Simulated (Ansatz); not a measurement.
PbSe:
```yaml
crystal:
  lattice:
    - [0.00000, 3.08887, 3.08887]
    - [3.08887, 0.00000, 3.08887]
    - [3.08887, 3.08887, 0.00000]
  atoms:
    - { symbol: Se, position: [0.00000, 0.00000, 0.00000] }
    - { symbol: Pb, position: [0.50000, 0.50000, 0.50000] }
```

Relaxed with r²SCAN.

Question: Map the valence electron density (e/Å³), cut off at 3 on the plane through (0.000, 0.000, 0.000) spanned by u = [1, 0, 0] and v = [0, 1, -1] in lattice vectors, from plane-wave PAW r²SCAN (Ansatz code).

Answer: x is the fraction of u, y of v (the angle between them is 90°; rows are the nearest grid lines); atoms in the plane: Se at (0.00, 0.00), Pb at (0.50, 0.50).
```
y \ x   0.000  0.0909  0.182  0.273  0.364  0.455  0.545  0.636  0.727  0.818  0.909   1.00
------  -----  ------  -----  -----  -----  -----  -----  -----  -----  -----  -----  -----
1.00     3.00    3.00   1.03  0.317  0.106  0.049  0.049  0.106  0.317   1.03   3.00   3.00
0.909    3.00    3.00  0.749  0.277  0.108  0.062  0.062  0.108  0.277  0.749   3.00   3.00
0.864    3.00    1.53  0.579  0.241  0.118  0.087  0.087  0.118  0.241  0.579   1.53   3.00
0.773   0.558   0.464  0.293  0.199  0.213  0.285  0.285  0.213  0.199  0.293  0.464  0.558
0.682   0.180   0.168  0.165  0.267  0.681   1.42   1.42  0.681  0.267  0.165  0.168  0.180
0.636   0.107   0.108  0.145  0.366   1.29   3.00   3.00   1.29  0.366  0.145  0.108  0.107
0.545   0.049   0.062  0.146  0.614   3.00   3.00   3.00   3.00  0.614  0.146  0.062  0.049
0.455   0.049   0.062  0.146  0.614   3.00   3.00   3.00   3.00  0.614  0.146  0.062  0.049
0.364   0.107   0.108  0.145  0.366   1.29   3.00   3.00   1.29  0.366  0.145  0.108  0.107
0.318   0.180   0.168  0.165  0.267  0.681   1.42   1.42  0.681  0.267  0.165  0.168  0.180
0.227   0.558   0.464  0.293  0.199  0.213  0.285  0.285  0.213  0.199  0.293  0.464  0.558
0.136    3.00    1.53  0.579  0.241  0.118  0.087  0.087  0.118  0.241  0.579   1.53   3.00
0.0909   3.00    3.00  0.749  0.277  0.108  0.062  0.062  0.108  0.277  0.749   3.00   3.00
0.000    3.00    3.00   1.03  0.317  0.106  0.049  0.049  0.106  0.317   1.03   3.00   3.00
```

The density is the valence pseudo-density with augmentation charge, so density and ELF within about 1 Å of a nucleus are not all-electron values.

Space group Fm-3m (rock salt). The r²SCAN relaxation kept the symmetry of its start. Spin–orbit coupling is left out wherever it is not named.

Potentials: the later of the program's two PAW sets.
